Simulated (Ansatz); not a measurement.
An Ansatz input and the part of its output that reports the observables at the nuclei.

The cell is a computed structure from the Materials Project (it need not be an observed phase).

```yaml
crystal:
  lattice:
    - [4.1355600874, 2.3876667297, 7.15812018]
    - [-4.1355600874, 2.3876667297, 7.15812018]
    - [0.0, -4.7753334594, 7.15812018]
  atoms:
    - { symbol: Al, position: [0.35425485, 0.35425485, 0.35425485] }
    - { symbol: Al, position: [0.85425485, 0.85425485, 0.85425485] }
    - { symbol: Al, position: [0.64574515, 0.64574515, 0.64574515] }
    - { symbol: Al, position: [0.14574515, 0.14574515, 0.14574515] }
    - { symbol: S, position: [0.5392137, 0.9607863, 0.25] }
    - { symbol: S, position: [0.9607863, 0.25, 0.5392137] }
    - { symbol: S, position: [0.25, 0.5392137, 0.9607863] }
    - { symbol: S, position: [0.0392137, 0.75, 0.4607863] }
    - { symbol: S, position: [0.75, 0.4607863, 0.0392137] }
    - { symbol: S, position: [0.4607863, 0.0392137, 0.75] }
    - { symbol: O, position: [0.51204542, 0.13489514, 0.27007103] }
    - { symbol: O, position: [0.13489514, 0.27007103, 0.51204542] }
    - { symbol: O, position: [0.27007103, 0.51204542, 0.13489514] }
    - { symbol: O, position: [0.01204542, 0.77007103, 0.63489514] }
    - { symbol: O, position: [0.77007103, 0.63489514, 0.01204542] }
    - { symbol: O, position: [0.63489514, 0.01204542, 0.77007103] }
    - { symbol: O, position: [0.48795458, 0.86510486, 0.72992897] }
    - { symbol: O, position: [0.86510486, 0.72992897, 0.48795458] }
    - { symbol: O, position: [0.72992897, 0.48795458, 0.86510486] }
    - { symbol: O, position: [0.98795458, 0.22992897, 0.36510486] }
    - { symbol: O, position: [0.22992897, 0.36510486, 0.98795458] }
    - { symbol: O, position: [0.36510486, 0.98795458, 0.22992897] }
    - { symbol: O, position: [0.43339086, 0.21466493, 0.57508072] }
    - { symbol: O, position: [0.21466493, 0.57508072, 0.43339086] }
    - { symbol: O, position: [0.57508072, 0.43339086, 0.21466493] }
    - { symbol: O, position: [0.93339086, 0.07508072, 0.71466493] }
    - { symbol: O, position: [0.07508072, 0.71466493, 0.93339086] }
    - { symbol: O, position: [0.71466493, 0.93339086, 0.07508072] }
    - { symbol: O, position: [0.56660914, 0.78533507, 0.42491928] }
    - { symbol: O, position: [0.78533507, 0.42491928, 0.56660914] }
    - { symbol: O, position: [0.42491928, 0.56660914, 0.78533507] }
    - { symbol: O, position: [0.06660914, 0.92491928, 0.28533507] }
    - { symbol: O, position: [0.92491928, 0.28533507, 0.06660914] }
    - { symbol: O, position: [0.28533507, 0.06660914, 0.92491928] }
kpoints:
  mp_grid: { grid: [4, 4, 4] }
scf:
  occupations: { method: fermi_dirac, width: 0.02 }
hamiltonian:
  xc: pbe
  pseudopotentials: { kind: paw }
output:
  forces: true
  stress: true
  populations: true
  efg:
    quadrupole_moments_barn: { Al: 0.1466, S: -0.0694, O: -0.02558 }
    contact_densities: true
```

```sh
ansatz run input.yaml --threads 1 --pin off --max-ram 2560MiB --backend cpu --events-out ev --progress --plain --runs-dir out
```

Of the output, the block on the nuclei alone is shown; the set-up, the SCF iterations, energies, forces and stress are cut. One atom of each set with nearly equal values is shown.

```
--- PAW observables at the nuclei: V_zz in 10²¹ V/m², potentials from the cell's mean, atoms counted from 1 ---
  atom   1  Al V_zz =    +0.118841   η = 0.0000   by run symmetry: allowed   C_q = +0.4213 MHz
            electrostatic potential = -1223.645127 V   contact ρ = 10076.199752 e/Å³
  atom   5  S  V_zz =    +1.931391   η = 0.2598   by run symmetry: allowed   C_q = -3.2410 MHz
            electrostatic potential = -1622.778818 V   contact ρ = 19752.298772 e/Å³
  atom  11  O  V_zz =   +15.162636   η = 0.0744   by run symmetry: allowed   C_q = -9.3784 MHz
            electrostatic potential = -618.567139 V   contact ρ = 2155.675576 e/Å³
  atom  23  O  V_zz =   +15.088180   η = 0.0982   by run symmetry: allowed   C_q = -9.3324 MHz
            electrostatic potential = -618.655203 V   contact ρ = 2155.658975 e/Å³
```

The run took 86 s of wall time (87 s of CPU time) and 1.1 GiB at its peak, on 1 thread of Intel Xeon Platinum 8259CL CPU @ 2.50GHz (Skylake/Cascade Lake) (x86_64; 4 cores open to the job, memory cap 2.5 GiB, no GPU), a shared host with a load of 0.7 a core.

The largest force is 0.4 eV/Å, so the atoms aren't at the calculated equilibrium and relaxing them would move these values.
